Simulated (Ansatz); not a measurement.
Consider the following.

BaTe:
```cif
data_Ba4Te4
_chemical_formula_sum 'Ba4 Te4'
_space_group_name_H-M_alt 'Fm-3m'
_space_group_IT_number 225
_space_group_name_Hall '-F 4 2 3'
_cell_length_a 6.86639
_cell_length_b 6.86639
_cell_length_c 6.86639
_cell_angle_alpha 90.000
_cell_angle_beta 90.000
_cell_angle_gamma 90.000
loop_
_atom_site_label
_atom_site_type_symbol
_atom_site_symmetry_multiplicity
_atom_site_Wyckoff_symbol
_atom_site_fract_x
_atom_site_fract_y
_atom_site_fract_z
_atom_site_occupancy
Ba1 Ba 4 a 0.00000 0.00000 0.00000 1
Te1 Te 4 b 0.50000 0.50000 0.50000 1
```
(The calculation used a cell of 2 atoms; values per cell refer to that cell.)

This is the LDA-relaxed structure.

Question: All from DFT-LDA in the program Ansatz with PAW potentials, unless another level is named. Estimate the electron effective mass.

Answer: 0.25, 0.25, 1.3 mₑ (principal values).

Question: What about the valence-band maximum?

Answer: at Γ.

Question: And the conduction-band minimum?

Answer: at X (3 equivalent valleys).

Question: And the weight of the conduction-edge state by species (Voronoi cells)?

Answer: Ba 62 %, Te 38 %.

The cell was relaxed with LDA under the symmetry of its start; of distortions, only those at the zone centre were tested. Spin–orbit coupling is left out wherever it is not named.

Potentials: the later of the program's two PAW sets.

Edges and masses are those of Kohn–Sham bands, whose gap is no quasiparticle gap.
